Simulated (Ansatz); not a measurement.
The start is a relaxed Ir cell, doubled along one cell vector, shaken by Gaussian noise of σ = 0.08 Å a coordinate. The structure is fully relaxed (lattice and positions, P = 0) with PBE (plane waves to 420 eV, PAW, scalar-relativistic; Ansatz, an electronic-structure program). The first steps use a coarse 8×15×14 k-mesh.

Input geometry:
```yaml
crystal:
  lattice:
    - [-3.34991, 3.34991, 2.66736]
    - [1.67496, -1.67496, 1.33368]
    - [1.67496, 1.67496, -1.33368]
  atoms:
    - { symbol: Ir, position: [0.00170, 0.99864, 0.02208] }
    - { symbol: Ir, position: [0.50862, 0.04515, 0.04567] }
```

```json
{
  "largest_initial_force": "0.44 eV/Å, on Ir1, Ir2 (atoms numbered as listed)",
  "energy_released": "0.33 eV/atom",
  "volume_change": "-3.1 %, from 14.97 to 14.50 Å³/atom",
  "relative_to_the_parent": "It does not go back: it reaches Fm-3m (No. 225), fcc (Cu type), 0.33 eV/atom below the parent",
  "band_gap_at_the_end": "no gap (metallic)",
  "optimiser_moves": "13"
}
```

The end point of the relaxation:

Space group Fm-3m (No. 225); a = b = c = 3.8709 Å, α = β = γ = 90.00°

| atom | site | symmetry | x | y | z |
|---|---|---|---|---|---|
| Ir | 4b | m-3m | 0.5000 | 0.5000 | 0.5000 |
(The calculation used a cell of 1 atom; values per cell refer to that cell.)

Final values are on a 21×21×21 k-mesh of the relaxed cell. No spin polarisation in the result.

The run could not lose the symmetry of its start.

Of the parent cell (I4/mmm (No. 139)): it is a generated cell of Ir: the first start was made by placing the elements on the sites of a structure type, and the end was not matched to a known phase here, so it may be hypothetical. Known forms of Ir include space group No. 225.
